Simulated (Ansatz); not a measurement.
Consider the following.

InSb:
```cif
data_InSb
_chemical_formula_sum 'In1 Sb1'
_space_group_name_H-M_alt 'P 1'
_space_group_IT_number 1
_cell_length_a 4.22808
_cell_length_b 4.22808
_cell_length_c 4.22808
_cell_angle_alpha 60.000
_cell_angle_beta 60.000
_cell_angle_gamma 60.000
loop_
_space_group_symop_operation_xyz
  'x, y, z'
loop_
_atom_site_label
_atom_site_type_symbol
_atom_site_fract_x
_atom_site_fract_y
_atom_site_fract_z
_atom_site_occupancy
In1 In 0.00000 0.00000 0.00000 1
Sb1 Sb 0.50000 0.50000 0.50000 1
```

This is the LDA-relaxed structure.

**Question.** All from LDA (plane waves, PAW; program Ansatz), unless another level is named. Predict the electronic character.

**Answer.** metallic (no gap).

**Question.** What about the density of states at the Fermi level?

**Answer.** 0.59 states/eV per atom (mean over ±0.08 eV).

**Question.** And the formation energy from the elements (no fitted shifts)?

**Answer.** -0.007 eV/atom.

Space group Fm-3m (rock salt). The first step of the workflow began from a Materials Project structure, measured or hypothetical; the Crystallography Open Database copy checked does not list it. It is not the phase usual at ambient conditions (space group No. 216). The LDA relaxation kept the symmetry of its start; its stability against distortions is not shown here. The references are the lowest solids computed at this level, not always the standard phases. Spin–orbit coupling is left out wherever it is not named.

Potentials: the later of the program's two PAW sets.
